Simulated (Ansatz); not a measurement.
Ansatz (an electronic-structure program) input:

Ansatz 0.2 input:
```yaml
crystal:
  lattice:
    - [3.2417593655, 0.0, 0.0]
    - [-1.6208796828, 2.8074459635, 0.0]
    - [0.0, 0.0, 10.3613331285]
  atoms:
    - { symbol: Sc, position: [0.0, 0.0, 0.0] }
    - { symbol: Sc, position: [0.0, 0.0, 0.5] }
    - { symbol: Sc, position: [0.3333333333, 0.6666666667, 0.25] }
    - { symbol: Sc, position: [0.6666666667, 0.3333333333, 0.75] }
kpoints:
  mp_grid: { grid: [14, 14, 4] }
hamiltonian:
  xc: pbesol
  pseudopotentials: { azcp: { folder: ./paw }, kind: paw }
scf:
  occupations: { method: fermi_dirac, width: 0.1 }
phonons:
  method: dfpt
  response_accuracy: low
  eigenvectors: true
  rigid_motions: translations
```

Output (shortened):

```
Pseudopotential: Sc, paw, valence charge 11
Functional definition: PBEsol
Crystal: 4 atoms, lattice volume = 94.299 Å³
Basis set: ecut = 420 eV, 1895 PW (Γ), exchange–correlation on 48×48×144 points (8 copies of the dense FFT grid, shifted against one another)
Bands: 27, of which v1, the nominal top of the filled ones, is band 22 counted from 1 (21 counted from 0)
Symmetry: 24 space group operations
k-points: 219 of 784 (irreducible under 2 space group operations, time reversal used)
SCF iter   1: F=—  HF=-8445.798437 eV  |F-HF|=—  |Δ(HF+E_count)|=         —  Δρ=2.51e-2  dr2=7.75e-1  ethr=3.10e-3  ⟨swp⟩=3.9  Hψ=45382  notcnv=0
automatic band count: the SCF goes on with 32 bands, as 27 were too few: the levels above may hold too much charge
preconditioner: auto → Kerker (q_TF=auto, 2.403 Å⁻¹)
SCF iter   2: F=—  HF=-8445.598324 eV  |F-HF|=—  |Δ(HF+E_count)|=   2.00e-1  Δρ=1.34e-2  dr2=2.40e-1  ethr=1.76e-3  ⟨swp⟩=2.2  Hψ=11434  notcnv=0
SCF iter   3: F=—  HF=-8445.518777 eV  |F-HF|=—  |Δ(HF+E_count)|=   7.95e-2  Δρ=2.40e-3  dr2=4.22e-3  ethr=5.46e-4  ⟨swp⟩=3.0  Hψ=13032  notcnv=0
SCF iter   4: F=—  HF=-8445.518922 eV  |F-HF|=—  |Δ(HF+E_count)|=   1.45e-4  Δρ=3.28e-4  dr2=1.03e-4  ethr=9.59e-6  ⟨swp⟩=1.9  Hψ=7900  notcnv=0
SCF iter   5: F=—  HF=-8445.518921 eV  |F-HF|=—  |Δ(HF+E_count)|=   1.60e-7  Δρ=5.95e-5  dr2=3.21e-6  ethr=2.33e-7  ⟨swp⟩=2.9  Hψ=12530  notcnv=0
SCF iter   6: F=—  HF=-8445.518925 eV  |F-HF|=—  |Δ(HF+E_count)|=   3.51e-6  Δρ=1.53e-5  dr2=1.83e-7  ethr=7.30e-9  ⟨swp⟩=2.0  Hψ=11927  notcnv=0
SCF iter   7: F=—  HF=-8445.518925 eV  |F-HF|=—  |Δ(HF+E_count)|=   2.29e-8  Δρ=3.02e-6  dr2=9.66e-9  ethr=4.17e-10  ⟨swp⟩=2.9  Hψ=12252  notcnv=0
SCF iter   8: F=—  HF=-8445.518925 eV  |F-HF|=—  |Δ(HF+E_count)|=  2.87e-10  Δρ=7.58e-7  dr2=5.60e-10  ethr=2.19e-11  ⟨swp⟩=1.2  Hψ=7306  notcnv=0
SCF iter  10: F=-8445.518925 eV  HF=-8445.518925 eV  |F-HF|=1.82e-12  |Δ(HF+E_count)|=    0.00e0  Δρ=1.39e-8  dr2=1.88e-13  ethr=1.00e-12  ⟨swp⟩=4.1  Hψ=21974  notcnv=0
the search or the solves at the SCF's close seem to have found levels that the self-consistency loop had missed (the run counts 2) …
SCF 1 converged in 10 iterations: F = -8445.518925 eV  dr2 = 1.88e-13
DFPT response loops at Γ: preconditioner auto → Kerker (q_TF=auto, 2.403 Å⁻¹) (partly filled bands, converged f_vac=0.000) …
SCF converged after 10 iterations
Free energy (F): -8445.518925 eV
Harris-Foulkes:  -8445.518925 eV  (|F-HF|=1.82e-12)
Internal energy: -8445.281565 eV  (E = F + TS)
E sigma→0 (E₀):  -8445.400245 eV
Entropy (-TS):   -0.237360 eV (-59.340 meV/atom)
Fermi energy:    9.560749 eV
--- Per-component energies (eV) ---
  E_band       = -653.924014
  E_kinetic    = 827.719618
  E_local      = -3318.516533  (includes V_loc(G=0)·N_el)
  E_nonlocal   = 577.736905
  E_hartree    = 1184.316480
  E_xc         = -338.261696
  E_vxc        = -417.555921  (∫ρ·V_xc dr)
  E_paw        = -3868.963011  (= ΣΔE_a)
  E_vpaw       = -691.941210  (= ΣTr[D̂ρ^β])
  E_aug_tail   = 0.000162  (compensation charges beyond the density's cutoff)
  E_ewald      = -3509.829590
  E_core_change = 0.516101  (= ΣΔE_core)
  E_smearing   = -0.237360  (= −TS)
  E_closure    =  0.000000  (closes the sum)
  Σ components = -8445.518925   (vs F -8445.518925, Δ=0.00e0)
  [band-id]    e_kinetic+e_local+e_nonlocal+2·e_hartree+e_vxc+e_vpaw+e_augmentation_tail = -653.924020   (vs E_band -653.924014, Δ=-5.63e-6)
--- Band table (eV; the first three rows and the last of 219) ---
  k-point 0: bands = ["-39.5369", "-39.5034", "-39.4900", "-39.4561", "-18.4891", "-18.2642", "-18.2325", "-18.0784", "-18.0784", "-18.0460", "-18.0460", "-18.0426", "-18.0426", "-18.0100", "-18.0100", "-17.9985", "4.3169", "5.8541", "5.8638", "7.7951", …
  k-point 1: bands = ["-39.5340", "-39.5134", "-39.4800", "-39.4591", "-18.4711", "-18.3426", "-18.1527", "-18.0758", "-18.0758", "-18.0575", "-18.0575", "-18.0311", "-18.0311", "-18.0177", "-18.0126", "-18.0126", "4.4233", "5.2279", "6.5551", "7.6439", …
  k-point 2: bands = ["-39.5256", "-39.5256", "-39.4676", "-39.4676", "-18.4198", "-18.4198", "-18.0723", "-18.0723", "-18.0685", "-18.0685", "-18.0685", "-18.0685", "-18.0201", "-18.0201", "-18.0201", "-18.0201", "4.7348", "4.7348", "7.1998", "7.1998", …
  k-point 218: bands = ["-39.4661", "-39.4606", "-39.4437", "-39.4382", "-18.3957", "-18.3879", "-18.3511", "-18.3391", "-18.2606", "-18.2359", "-18.1865", "-18.1707", "-18.1591", "-18.1303", "-18.0856", "-18.0781", "7.7720", "8.0804", "8.5380", "8.8901", …
--- Phonons (Γ-DFPT): 4 representative perturbations + reference, on 219 of 784 k-points (Σ response iterations 10) ---
  ASR residual: 1.564e-3 → 0.000e0 eV/Å²; symmetrization residual: 2.608e-4 eV/Å²
  ASR residual per site (eV/Å²): 1.07e-3 1.07e-3 1.56e-3 1.56e-3
  Γ frequencies (cm⁻¹): 0.00 0.00 0.00 83.33 83.33 87.80 87.80 124.85 124.85 156.44 164.86 214.66
  non-analytic LO–TO correction: not included (Born effective charges unavailable; polar crystals: no LO–TO splitting at Γ)
```

Cost: about 3 core-minutes (a rough figure) on shared cores.

Space group P6_3/mmc (dhcp (α-La type)). The start of the workflow was typed in or built on a structure type. Its sites differ from those of the usual phase in this space group: another stacking or structure type. The PBEsol relaxation kept the symmetry of its start; its stability against distortions is not shown here. The run is not spin-polarised. As this level gives no gap, phonon frequencies hold no LO–TO term and depend on the k-mesh and smearing (Fermi–Dirac, 0.1 eV here).

Potentials: the earlier of the program's two PAW sets. The files were generated under PBE; for other functionals the program regenerates the frozen cores, and for LDA and PBEsol the local potential too.

Ansatz is a plane-wave DFT program.
